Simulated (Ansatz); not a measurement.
## Heated and quenched cell Cs8Pb8Br24

Ansatz, PAW, plane waves. PBEsol relaxation at the Γ point alone; single points on the relaxed atoms at the Γ point alone. No spin–orbit coupling unless named.

Relaxed structure:

```
Cs Pb Br
1.0
    12.11623    0.00000    0.00000
     0.00000   12.11623    0.00000
     0.00000    0.00000   12.11623
Cs Pb Br
8 8 24
Direct
  0.04390 0.99041 0.99164
  0.97336 0.03204 0.50340
  0.94198 0.56008 0.01536
  0.96147 0.53159 0.53223
  0.50161 0.01163 0.97886
  0.38740 0.04383 0.51069
  0.47043 0.53793 0.04152
  0.52829 0.43985 0.51954
  0.22928 0.26691 0.22452
  0.22679 0.29527 0.75447
  0.22975 0.75955 0.27627
  0.27369 0.73503 0.75118
  0.72407 0.23738 0.22799
  0.75150 0.25134 0.75750
  0.71396 0.74981 0.28336
  0.73463 0.76146 0.76313
  0.26956 0.19413 0.00761
  0.23792 0.32494 0.51916
  0.28386 0.78374 0.97764
  0.18245 0.81132 0.50025
  0.65012 0.29837 0.01721
  0.79069 0.27475 0.52687
  0.69069 0.73192 0.99678
  0.80448 0.78629 0.49720
  0.01298 0.18317 0.23319
  0.01109 0.37769 0.78310
  0.01056 0.78877 0.20746
  0.96562 0.75259 0.79120
  0.50441 0.23075 0.30684
  0.52479 0.20548 0.72152
  0.49858 0.66485 0.32056
  0.46941 0.85157 0.71795
  0.29877 0.97349 0.23060
  0.17931 0.06854 0.72287
  0.19604 0.48797 0.15780
  0.37351 0.52498 0.76305
  0.73848 0.01613 0.16998
  0.83020 0.03303 0.77256
  0.79408 0.53209 0.27711
  0.72869 0.53313 0.72087
```

(1) What are the mean bond lengths by pair (pairs within 1.2 times the sum of covalent radii, less contacts 15 % beyond the pair's median; cation–cation pairs of compounds aside; long ionic contacts are cut short by that bound)?

(2) What gap lies between the top filled and the lowest empty level in the single points?

Answers

(1) Br–Cs 3.738 ± 0.150 Å (standard deviation, 55 bonds); Br–Pb 2.824 ± 0.027 Å (standard deviation, 24 bonds).

(2) HSE06 3.92 eV (22 s on NVIDIA GB300).
